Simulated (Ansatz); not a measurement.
Every step of a relaxation of fcc Au (110), 6 layers

DFT, PBE, PAW with Ansatz's default frozen-core files, scalar-relativistic (Ansatz 0.2.0); a Γ-centred 12×9×1 k mesh, Fermi–Dirac smearing of 0.05 eV, no spin polarisation. The run relaxes the atoms in the fixed cell.

Command: `ansatz run input.yaml --threads 2 --pin off --max-ram 4096MiB --backend cpu --events-out ev --progress --plain --runs-dir out` It took 2.4 min on 2 threads of Arm Neoverse V1, on a shared host, peak memory 0.75 GiB.

```yaml
crystal:
  lattice:
    - [2.9400990585, 0.0, 0.0]
    - [0.0, 4.1579279633, 0.0]
    - [0.0, 0.0, 20.3502]
  atoms:
    - { symbol: Au, position: [0.25, 0.25, 0.3194060096] }
    - { symbol: Au, position: [0.75, 0.75, 0.3916436058] }
    - { symbol: Au, position: [0.25, 0.25, 0.4638812019] }
    - { symbol: Au, position: [0.75, 0.75, 0.5361187981] }
    - { symbol: Au, position: [0.25, 0.25, 0.6083563942] }
    - { symbol: Au, position: [0.75, 0.75, 0.6805939904] }
kpoints:
  mp_grid: { grid: [12, 9, 1] }
scf:
  occupations: { method: fermi_dirac, width: 0.05 }
hamiltonian:
  xc: pbe
  pseudopotentials: { kind: paw }
output:
  forces: true
  stress: true
  eigenvalues: true
relax:
  f_tol: 0.01
  max_steps: 40
efield:
  axis: 3
  amplitude: 0
  dipole_correction: true
```

Each step lists its free energy a cell above the last geometry, and Cartesian positions (Å) with forces (eV/Å).

The first step:

```
step 1  dF = 93.85 meV
  Au 0.7350 1.0395 6.5000   0.0000 0.0000 0.3797
  Au 2.2051 3.1184 7.9700   0.0000 0.0000 -0.4790
  Au 0.7350 1.0395 9.4401   0.0000 0.0000 0.0948
  Au 2.2051 3.1184 10.9101   0.0000 0.0000 -0.0948
  Au 0.7350 1.0395 12.3802   0.0000 0.0000 0.4790
  Au 2.2051 3.1184 13.8502   0.0000 0.0000 -0.3797
```

Spin–orbit coupling is left out, which matters for the heavy atoms.

Question: Where does the relaxation end, and by which steps?

Answer: After 4 geometries, with a shortest distance of 2.843 Å. The further steps:
```
step 2  dF = 1.23 meV
  Au 0.7350 1.0395 6.6120   0.0000 0.0000 -0.0580
  Au 2.2051 3.1184 7.8654   0.0000 0.0000 0.0235
  Au 0.7350 1.0395 9.4845   0.0000 0.0000 0.0796
  Au 2.2051 3.1184 10.8657   0.0000 0.0000 -0.0796
  Au 0.7350 1.0395 12.4848   0.0000 0.0000 -0.0235
  Au 2.2051 3.1184 13.7382   0.0000 0.0000 0.0580
step 3  dF = 0.26 meV
  Au 0.7350 1.0395 6.5992   0.0000 0.0000 0.0197
  Au 2.2051 3.1184 7.8654   0.0000 0.0000 -0.0042
  Au 0.7350 1.0395 9.4976   0.0000 0.0000 -0.0408
  Au 2.2051 3.1184 10.8526   0.0000 0.0000 0.0408
  Au 0.7350 1.0395 12.4848   0.0000 0.0000 0.0042
  Au 2.2051 3.1184 13.7510   0.0000 0.0000 -0.0197
step 4  dF = 0.00 meV
  Au 0.7350 1.0395 6.6017   0.0000 0.0000 0.0009
  Au 2.2051 3.1184 7.8664   0.0000 0.0000 -0.0002
  Au 0.7350 1.0395 9.4924   0.0000 0.0000 0.0005
  Au 2.2051 3.1184 10.8578   0.0000 0.0000 -0.0005
  Au 0.7350 1.0395 12.4838   0.0000 0.0000 0.0002
  Au 2.2051 3.1184 13.7485   0.0000 0.0000 -0.0009
step 5  dF = 0.00 meV  (same geometry, solved once more)
  Au 0.7350 1.0395 6.6017   0.0000 0.0000 0.0009
  Au 2.2051 3.1184 7.8664   0.0000 0.0000 -0.0002
  Au 0.7350 1.0395 9.4924   0.0000 0.0000 0.0005
  Au 2.2051 3.1184 10.8578   0.0000 0.0000 -0.0005
  Au 0.7350 1.0395 12.4838   0.0000 0.0000 0.0002
  Au 2.2051 3.1184 13.7485   0.0000 0.0000 -0.0009
```
